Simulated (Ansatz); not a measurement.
Relaxed-ion elastic tensor of MoRu in space group P-6m2 (No. 187; Mo on 1e, Ru on 1d) in GPa (Voigt order), the program Ansatz at the LDA level (PAW); density 11.65 g/cm³, 14.05 Å³ per atom.

```
494  257  191  0.0  0.0  0.0
257  494  191  0.0  0.0  0.0
191  191  596  0.0  0.0  0.0
0.0  0.0  0.0  128  0.0  0.0
0.0  0.0  0.0  0.0  128  0.0
0.0  0.0  0.0  0.0  0.0  119
```

Question: Is the crystal mechanically stable?

Answer: Yes: the smallest eigenvalue of C is 119 GPa.

Question: Work out the Voigt, Reuss and Hill averages.

Answer: K_V = 318, K_R = 318, K_H = 318; G_V = 138, G_R = 133, G_H = 136 GPa.

Question: Give Young's modulus, Poisson's ratio, Pugh's ratio and the universal anisotropy index.

Answer: E = 9KG/(3K + G) = 356 GPa; ν = 0.31; K/G = 2.35 (ductile by the Pugh limit of 1.75); A_U = 5G_V/G_R + K_V/K_R − 6 = 0.18.

Question: Estimate the sound speeds and the Debye temperature.

Answer: v_l = √((K + 4G/3)/ρ) = 6550 m/s, v_t = √(G/ρ) = 3410 m/s, mean 3820 m/s; Θ = (h/k)(3n/4πV)^(1/3) v_m = 471 K.

Question: Solve the Christoffel equation for the three sound speeds along x, y, z.

Answer: Eigenvalues of C_ijkl n_j n_l equal ρv². In km/s, slowest first: x 3.19, 3.32, 6.51; y 3.19, 3.32, 6.51; z 3.32, 3.32, 7.16.

Question: How much does each axis shrink under pressure?

Answer: Linear compressibilities β_i = Σ_j S_ij (j = 1 to 3): x 1.1, y 1.1, z 0.98 per TPa.

The first step of the workflow began from a Materials Project structure, measured or hypothetical; the Crystallography Open Database copy checked does not list it. With Mo and Ru taken as one species the cell has the higher symmetry P6_3/mmc, so it may be an ordered model of a mixed-site phase. Whether it is the stable phase at ambient conditions was not checked. The LDA relaxation kept the symmetry of its start; of distortions, only those at the zone centre were tested. The run is not spin-polarised. As this level gives no gap, shear constants depend on the k-mesh and smearing (Fermi–Dirac, 0.1 eV here). On the denser mesh and wider smearing of the elastic run this cell carries a stress of 0.5 GPa.

Potentials: the later of the program's two PAW sets.
